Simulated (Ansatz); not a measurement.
C:
```cif
data_C6
_chemical_formula_sum 'C6'
_space_group_name_H-M_alt 'P6122'
_space_group_IT_number 178
_space_group_name_Hall 'P 61 2 (0 0 5)'
_cell_length_a 3.56133
_cell_length_b 3.56133
_cell_length_c 3.36395
_cell_angle_alpha 90.000
_cell_angle_beta 90.000
_cell_angle_gamma 120.000
loop_
_atom_site_label
_atom_site_type_symbol
_atom_site_symmetry_multiplicity
_atom_site_Wyckoff_symbol
_atom_site_fract_x
_atom_site_fract_y
_atom_site_fract_z
_atom_site_occupancy
C1 C 6 b 0.46491 0.23245 0.08333 1
```

Relaxed with r²SCAN. r²SCAN (plane waves, PAW; program Ansatz) gives a gap of 4.40 eV.

What gap does HSE06 give on the same cell (Ansatz, PAW)?

5.38 eV, 0.98 eV more. The hybrid was solved on a coarser mesh and at special points; the gap given is the minimum over both.

```
k  v1 r²SCAN  c1 r²SCAN    v1 HSE06    c1 HSE06
-  ---------  ---------  ----------  ----------
Γ      -1.62       5.87  (withheld)  (withheld)
A      -2.70       6.04       -2.77        7.08
K      -0.73       7.83  (withheld)  (withheld)
H      -0.84      10.25       -0.85       11.25
M      -0.45       6.70  (withheld)  (withheld)
L      -0.03       9.96  (withheld)  (withheld)
```

Top valence (v1) and lowest conduction level (c1) in eV from each method's valence maximum (which need not be a listed point): supply the withheld HSE06 values.


- M, v1 HSE06: -0.45
- M, c1 HSE06: 7.69
- Γ, v1 HSE06: -1.67
- Γ, c1 HSE06: 6.90
- L, v1 HSE06: -0.03
- L, c1 HSE06: 11.14
- K, v1 HSE06: -0.73
- K, c1 HSE06: 8.84

Cost on shared cores: the r²SCAN run (SCF on a 9×9×8 mesh, then bands and DOS) roughly 30 core-seconds, the HSE06 run (SCF on 5×5×5, then a few points) very roughly 70 core-seconds; the tasks are unlike.

Space group P6_122. The start of the workflow was typed in or built on a structure type; neither database checked (COD, Materials Project) lists it. It is not the phase usual at ambient conditions (space group No. 194, 227). Symmetry was held in the r²SCAN relaxation; its stability against distortions is not shown here.

Potentials: the later of the program's two PAW sets.
